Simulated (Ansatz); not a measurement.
**Kick test of a cell of PdRuC6N6**

The structure comes from a generated guess, relaxed at this level; another structure or a mixture of phases may lie lower.

Level of theory: DFT PBE, scalar-relativistic, plane waves, PAW (Ansatz). Settings: cutoff 420 eV, Γ-centred mesh 6×6×6 on the computed 14-atom cell, Gaussian smearing of 0.02 eV; no spin polarisation.

The cell below (14 atoms, space group Fm-3m (No. 225)) is relaxed within its symmetry.

```xyz
14
Lattice="0.0000 5.1710 5.1710 5.1710 0.0000 5.1710 5.1710 5.1710 0.0000" Properties=species:S:1:pos:R:3 pbc="T T T"
Ru    5.1710    5.1710    5.1710
Pd    0.0000    0.0000    0.0000
C     2.0079    5.1710    5.1710
C     5.1710    2.0079    5.1710
C     5.1710    5.1710    2.0079
C     8.3341    5.1710    5.1710
C     5.1710    8.3341    5.1710
C     5.1710    5.1710    8.3341
N     3.1688    5.1710    5.1710
N     5.1710    3.1688    5.1710
N     5.1710    5.1710    3.1688
N     7.1732    5.1710    5.1710
N     5.1710    7.1732    5.1710
N     5.1710    5.1710    7.1732
```

For the test it was strained at random (σ = 1.5 % a component), the atoms were moved at random (σ = 0.10 Å), and all was relaxed again on a coarse 2×2×2 mesh (in the run’s order of axes) with 0.10 eV smearing, with no symmetry imposed.

**Question.** What happens?

**Answer.** It returns, within 1 meV/atom of the unmoved cell on that mesh and with the same symmetry when read at 0.1 Å (R-3m at 0.01 Å, so small strains and shifts remain). So it is stable against the distortions that fit this cell and that this random move excites. Modes that don't fit the cell aren't tested.
